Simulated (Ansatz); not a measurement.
Starting cell, SnO (litharge type, space group P4/nmm):

```xyz
4
Lattice="3.7701 0.0000 0.0000 0.0000 3.7701 0.0000 0.0000 0.0000 4.5599" Properties=species:S:1:pos:R:3 pbc="T T T"
Sn     1.8850     0.0000     1.1558
Sn     0.0000     1.8850     3.4040
O      0.0000     0.0000     0.0000
O      1.8850     1.8850     0.0000
```

Two-dimensional scan of atom 3 (O, nearest neighbour Sn at 2.211 Å; its periodic images, 3.8 Å or more away, move with it): u runs along (1.000, 0.000, 0.000), v along (0.000, 1.000, 0.000) (Cartesian). Cell and other atoms are fixed.

Computed with PBEsol-D3(BJ) (plane waves to 420 eV, PAW, scalar-relativistic; Ansatz, an electronic-structure program). k mesh 10×10×8 (Γ-centred), Fermi-Dirac smearing 0.05 eV. Compression counts positive. With partly filled bands, energies and forces of such displacements shift with the k mesh and the smearing. SnO was relaxed with its symmetry unable to fall. 

```json
[
 {"P (GPa)": "v = -0.330", "u = -0.330": "___", "u = -0.220": "5.7", "u = -0.110": "4.5", "u = 0.000": "4.2", "u = 0.110": "4.5", "u = 0.220": "5.7", "u = 0.330": "___"},
 {"P (GPa)": "v = -0.220", "u = -0.330": "5.7", "u = -0.220": "3.4", "u = -0.110": "___", "u = 0.000": "1.8", "u = 0.110": "___", "u = 0.220": "3.4", "u = 0.330": "5.7"},
 {"P (GPa)": "v = -0.110", "u = -0.330": "4.5", "u = -0.220": "___", "u = -0.110": "0.9", "u = 0.000": "0.5", "u = 0.110": "0.9", "u = 0.220": "___", "u = 0.330": "4.5"},
 {"P (GPa)": "v = 0.000", "u = -0.330": "4.2", "u = -0.220": "1.8", "u = -0.110": "0.5", "u = 0.000": "0.0", "u = 0.110": "0.5", "u = 0.220": "1.8", "u = 0.330": "4.2"},
 {"P (GPa)": "v = 0.110", "u = -0.330": "4.5", "u = -0.220": "___", "u = -0.110": "0.9", "u = 0.000": "0.5", "u = 0.110": "0.9", "u = 0.220": "___", "u = 0.330": "4.5"},
 {"P (GPa)": "v = 0.220", "u = -0.330": "5.7", "u = -0.220": "3.4", "u = -0.110": "___", "u = 0.000": "1.8", "u = 0.110": "___", "u = 0.220": "3.4", "u = 0.330": "5.7"},
 {"P (GPa)": "v = 0.330", "u = -0.330": "___", "u = -0.220": "5.7", "u = -0.110": "4.5", "u = 0.000": "4.2", "u = 0.110": "4.5", "u = 0.220": "5.7", "u = 0.330": "___"}
]
```

Problem. What belongs in the gaps?

Solution. 
- v = -0.330, u = -0.330: 7.7
- v = -0.330, u = 0.330: 7.7
- v = -0.220, u = -0.110: 2.2
- v = -0.220, u = 0.110: 2.2
- v = -0.110, u = -0.220: 2.2
- v = -0.110, u = 0.220: 2.2
- v = 0.110, u = -0.220: 2.2
- v = 0.110, u = 0.220: 2.2
- v = 0.220, u = -0.110: 2.2
- v = 0.220, u = 0.110: 2.2
- v = 0.330, u = -0.330: 7.7
- v = 0.330, u = 0.330: 7.7

(For displaced atoms, the force is minus the slope of the energy, and its curvature is a force constant, which sets phonon frequencies.)
